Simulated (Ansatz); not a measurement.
Sc (fcc type), DFT, LDA, PAW with Ansatz's default frozen-core files, scalar-relativistic (Ansatz 0.2.0), on 1 thread of Arm Neoverse V2 (shared host).

Command: `ansatz run input.yaml --threads 1 --pin off --max-ram 3584MiB --backend cpu --events-out ev --progress --plain --runs-dir out`

```yaml
crystal:
  lattice:
    - [0.0, 1.6762812915, 1.6762812915]
    - [1.6762812915, 0.0, 1.6762812915]
    - [1.6762812915, 1.6762812915, 0.0]
  atoms:
    - { symbol: Sc, position: [0.0, 0.0, 0.0] }
kpoints:
  mp_grid: { grid: [20, 20, 20] }
scf:
  occupations: { method: fermi_dirac, width: 0.05 }
hamiltonian:
  xc: lda
  pseudopotentials: { kind: paw }
output:
  forces: true
  stress: true
  eigenvalues: true
relax:
  f_tol: 0.005
  max_steps: 40
  cell: { p_target: 160.0, stress_tol: 0.08 }
```

Question: How large is the problem that the program sets up?

Answer: 256 irreducible k-points, 169 plane waves at Γ, 10 bands.

Question: About how long does it take?

Answer: 6.1 s of wall time for 16 SCF iterations over 3 geometries. Times on shared machines scatter by tens of per cent.
